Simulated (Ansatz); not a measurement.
TaCo$_{3}$:
```
CELL_PARAMETERS angstrom
      3.58935     0.00000     0.00000
      0.00000     3.58935     0.00000
      0.00000     0.00000     3.58935
ATOMIC_POSITIONS crystal
  Co 0.00000 0.50000 0.50000
  Co 0.50000 0.00000 0.50000
  Co 0.50000 0.50000 0.00000
  Ta 0.00000 0.00000 0.00000
```

Relaxed with PBEsol. Special points in fractions of this cell's reciprocal vectors: Γ (0.000, 0.000, 0.000); X (0.000, 0.500, 0.000); M (0.500, 0.500, 0.000); R (0.500, 0.500, 0.500).

Problem. List the band energies nearest the Fermi level at these points for PBEsol in the plane-wave PAW code Ansatz.

Solution. In eV from the Fermi level; about four levels below and three above (degenerate sets whole), none deeper than 8.9 eV; points with the same levels are listed once.

```json
[
 {"k": "Γ", "below": "-1.57 -1.57 -1.57 -0.22 -0.22", "above": "0.25 0.55 0.55 0.55"},
 {"k": "X", "below": "-0.79 -0.79 -0.76 -0.05", "above": "0.55 0.88 0.88"},
 {"k": "M", "below": "-0.93 -0.93 -0.69 -0.49", "above": "1.66 1.66 2.01 2.01"},
 {"k": "R", "below": "-1.50 -1.50 -1.50 -1.46 -1.46 -0.38", "above": "0.31 0.31 0.31"}
]
```

Space group Pm-3m (Cu3Au type). The workflow started from an entry of the Crystallography Open Database (COD), which files this formula under 2 space groups. Its standing as an ambient phase is unchecked. Symmetry was held in the PBEsol relaxation; of distortions, only those at the zone centre were tested. The workflow began spin-polarised and lost its moments. Scalar-relativistic: spin–orbit coupling is off unless named, which matters more the heavier the elements.

Potentials: the later of the program's two PAW sets.
